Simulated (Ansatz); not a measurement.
**Sn (omega (AlB2-type)): energy against volume**

Theory: Ansatz, DFT, BLYP, plane waves (420 eV) with PAW, scalar-relativistic. (PAW data from PBE, frozen cores regenerated.)

The cell is scaled uniformly from the relaxed one, with fractional coordinates and shape fixed. Energies are extrapolated to zero smearing, pressures are those at the given smearing. Magnetic state: spin not included.

A Birch-Murnaghan fit gives V₀ = 30.92 Å³/atom, B₀ = 34 GPa, B₀′ = 4.7.

Problem. What are the energy above the minimum and the pressure at 32.249 Å³/atom?

Solution. 5.7 meV/atom and -1.27 GPa as computed.

Problem. What are the energy above the minimum and the pressure at 33.490 Å³/atom?

Solution. 19.8 meV/atom and -2.23 GPa as computed.

Problem. What are the energy above the minimum and the pressure at 34.730 Å³/atom?

Solution. 40.5 meV/atom and -3.00 GPa as computed.
